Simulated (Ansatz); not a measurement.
ZrO$_{2}$:
```
ZrO2
1.0
    7.67455     0.00000     0.00000
    0.00000     3.44666     0.00000
    0.00000     0.00000     5.41854
Zr O
4 8
Direct
  0.83069   0.25000   0.14453
  0.16931   0.75000   0.85547
  0.66931   0.75000   0.64453
  0.33069   0.25000   0.35547
  0.10994   0.25000   0.10810
  0.89006   0.75000   0.89190
  0.39006   0.75000   0.60810
  0.60994   0.25000   0.39190
  0.35644   0.75000   0.12992
  0.64356   0.25000   0.87008
  0.14356   0.25000   0.62992
  0.85644   0.75000   0.37008
```

Relaxed with r²SCAN.

Q: Map the electron localisation function on the plane through (0.831, 0.250, 0.145) spanned by u = [1, 0, 0] and v = [0, 0, 1] in lattice vectors, from r²SCAN (plane waves, PAW; program Ansatz).

A: x is the fraction of u, y of v (the angle between them is 90°; rows are the nearest grid lines); atoms in the plane: Zr at (0.00, 0.00), Zr at (0.50, 0.21), O at (0.28, 0.96), O at (0.78, 0.25), O at (0.81, 0.73), O at (0.31, 0.49).
```
|027972399855799620001000000000000289820|
|248972499732699730000000000000000279842|
|789951499855799741000000000013332148987|
|887300278999998631000000013689999742468|
|231000146888875310000000026899999973122|
|000000013444432100000000047999868997200|
|000000000111100000000000148998525898510|
|000000000001111110000000147998535898620|
|000000001234555432100000037999878998620|
|000000147899999875200000002578999886420|
|000000368998889986200000000235666654210|
|000001479996468986200000000001122221100|
|000001489984258985100000000000000000000|
|000001479997579973100000001233322110000|
|000000368999899841111100013677776421000|
|000000024788874247899962038999999874100|
|000000001345531379889994148986689974100|
|000000000001101698536996249973369974100|
|000000000000002898202897249984479972000|
|332100001121102798303897238998899941123|
|887510024666411699768996127999999622578|
|799961269999995236899862003577762159987|
|248972389988998312355420001233310279842|
|027972399855799620001000000000000289820|
```
Scale: ten equal steps from 0.009 (start of '0') to 0.848 (end of '9'), in the order '0123456789'; x runs from 0.000 to 1.00, y from 0.000 (bottom) to 1.00 (top).

The density is the valence pseudo-density with augmentation charge, so density and ELF within about 1 Å of a nucleus are not all-electron values.

Space group Pnma. The workflow started from a Materials Project entry (that database holds measured and hypothetical structures alike); the Crystallography Open Database copy checked does not list it. It is not the phase usual at ambient conditions (space group No. 14). Symmetry was held in the r²SCAN relaxation; whether a distortion lowers the energy is not shown. The run is not spin-polarised.

Potentials: the later of the program's two PAW sets.
